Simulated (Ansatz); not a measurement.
The cell below belongs to a search over invented structures; it isn't taken from experiment.

Input and command of a plane-wave DFT calculation in Ansatz:

```yaml
crystal:
  lattice:
    - [3.8292998729, 2.2108473124, 4.6058147871]
    - [-3.8292998729, 2.2108473124, 4.6058147871]
    - [0.0, -4.4216946248, 4.605814787]
  atoms:
    - { symbol: K, position: [-0.0056225712, -0.0056225712, -0.0056225712] }
    - { symbol: Zn, position: [0.4937453083, 0.4937453083, 0.4937453083] }
    - { symbol: I, position: [0.4950552184, 0.8198255762, 0.1658964584] }
    - { symbol: I, position: [0.1658964584, 0.4950552184, 0.8198255762] }
    - { symbol: I, position: [0.8198255762, 0.1658964584, 0.4950552184] }
basis:
  ecutwfc: 420
kpoints:
  mp_grid: { grid: [6, 6, 6] }
hamiltonian:
  xc: pbe
scf:
  occupations: { method: gaussian, width: 0.02 }
output:
  forces: true
  stress: true
  eigenvalues: true
relax:
  adjacent_minimum: "off"
  f_tol: 0.01
  max_steps: 30
  cell: { stress_tol: 0.1, fix: [volume] }
```

```bash
ansatz run input.yaml --threads 1 --pin off --max-ram 2560MiB --backend cpu --events-out ev --progress --plain --runs-dir out
```

Processor: Arm Neoverse V2, 1 thread, on a host shared with other jobs.

**Question.** Estimate time, memory and problem size.

**Answer.** About 2.5 min, peak memory 0.61 GiB. It solves 44 bands at 40 k points (after reduction by symmetry) with about 4521 plane waves, in 23 SCF iterations over 4 ionic steps.
